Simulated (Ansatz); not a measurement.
In DFT-PBE in the program Ansatz with PAW potentials, SiC$_{2}$ in the tetragonal phase (P4_2/mmc; Si on 2e, C on 4i) relaxes to a = 3.181 Å, c = 6.885 Å. Si has 4 nearest neighbours from 1.90 Å (tetrahedral). Its formation energy from the elements is 0.43 eV/atom, with no fitted shifts.

Electronic character: metallic (no gap).

An equation-of-state fit gives a bulk modulus of 155 GPa.

The start of the workflow was typed in or built on a structure type; neither database checked (COD, Materials Project) lists it. Whether it is the stable phase at ambient conditions was not checked. The cell was relaxed with PBE under the symmetry of its start; whether a distortion lowers the energy is not shown. Its formation energy is positive at this level, so the cell may be metastable or incomplete. The references are the lowest solids computed at this level, not always the standard phases.

Potentials: the earlier of the program's two PAW sets.
